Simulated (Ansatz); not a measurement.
Ga:
```xyz
4
Lattice="2.2393 -3.7978 0.0000 2.2393 3.7978 0.0000 0.0000 0.0000 4.4858" Properties=species:S:1:pos:R:3 pbc="T T T"
Ga     2.2393    -1.1845     1.8690
Ga     2.2393     1.1845     2.6168
Ga     2.2393    -2.6132     4.1119
Ga     2.2393     2.6132     0.3739
```

Relaxed with PBEsol in the plane-wave PAW code Ansatz. Indices refer to the conventional cell of Cmce, a = 4.479 Å, b = 7.596 Å, c = 4.486 Å, α = 90.00°, β = 90.00°, γ = 90.00°.

Question: Simulate the powder diffraction pattern (Cu Kα, λ = 1.54184 Å; lines above 1 %) up to 2θ = 90°.

Answer: Simulated powder pattern, Cu Kα, λ = 1.54184 Å (kinematic, ideal powder, no thermal factors, no anomalous dispersion; the 30 strongest lines at most, above 1 %, up to 2θ = 90°):

```tsv
2θ (°)	d (Å)	I/Imax (%)	hkl
23.42	3.798	30	(020)
30.56	2.925	100	(111)
30.85	2.899	45	(021)
40.21	2.243	13	(002)
40.27	2.239	51	(200)
45.87	1.978	100	(131)
46.85	1.939	67	(112)
47.05	1.931	2.3	(022)
47.11	1.929	9.2	(220)
47.91	1.899	15	(040)
51.58	1.772	21	(221)
52.32	1.749	5.7	(041)
58.22	1.585	8.3	(202)
58.73	1.572	2.0	(132)
63.62	1.462	1.8	(222)
64.27	1.449	3.1	(042)
64.32	1.448	12	(240)
67.23	1.392	9.8	(311)
67.30	1.391	18	(023)
68.02	1.378	5.0	(241)
75.03	1.266	6.4	(060)
77.16	1.236	20	(331)
77.89	1.226	14	(312)
78.64	1.217	3.3	(242)
79.08	1.211	19	(152)
81.44	1.182	21	(223)
82.03	1.175	5.8	(043)
87.03	1.120	5.1	(400)
88.74	1.102	2.1	(062)
88.78	1.102	8.2	(260)
```

The PBEsol relaxation kept the symmetry of its start. Axis ratios of metals converge slowly with the k-mesh, so a and c are less sure than the volume.

Potentials: the later of the program's two PAW sets.
